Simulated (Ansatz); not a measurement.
H4NF:
```xyz
12
Lattice="4.3433 0.0000 0.0000 -2.1716 3.7614 0.0000 0.0000 0.0000 7.0355" Properties=species:S:1:pos:R:3 pbc="T T T"
H      2.1716     0.2546     6.5048
H      0.8653     2.0080     2.9870
H      3.0370     1.7534     6.5048
H      0.0000     3.5068     2.9870
H      1.3063     1.7534     6.5048
H     -0.8653     2.0080     2.9870
H      0.0000     2.5076     1.5766
H      2.1716     1.2538     5.0943
N      0.0000     2.5076     2.6359
N      2.1716     1.2538     6.1536
F      0.0000     2.5076     7.0196
F      2.1716     1.2538     3.5019
```

x, y and z are the axes in which the lattice vectors are written.

### Question
Give the high-frequency dielectric tensor and the Born effective charge tensors of the independent atoms from DFPT, LDA (plane waves, PAW; program Ansatz).

### Answer

ε∞:
```
1.84  0.00  0.00
0.00  1.84  0.00
0.00  0.00  1.85
```
Z* of atom 1 (H), rows: field, columns: displacement, in e:
```
 0.19   0.00   0.00
 0.00   1.15  -0.33
 0.00  -0.33   0.31
```
Z* of atom 7 (H), rows: field, columns: displacement, in e:
```
0.19  0.00  0.00
0.00  0.19  0.00
0.00  0.00  1.27
```
Z* of atom 9 (N), rows: field, columns: displacement, in e:
```
-0.92   0.00   0.00
 0.00  -0.92   0.00
 0.00   0.00  -0.93
```
Z* of atom 11 (F), rows: field, columns: displacement, in e:
```
-1.28   0.00   0.00
 0.00  -1.28   0.00
 0.00   0.00  -1.27
```

Space group P6_3mc. The workflow started from a Materials Project entry (that database holds measured and hypothetical structures alike); the Crystallography Open Database files this formula in space group No. 186, but the cells were not matched. Its standing as an ambient phase is unchecked. The LDA relaxation kept the symmetry of its start; its stability against distortions is not shown here. A crystal of weakly bound molecules computed without a dispersion correction: the cell and the soft elastic constants depend strongly on that.

Potentials: the later of the program's two PAW sets.
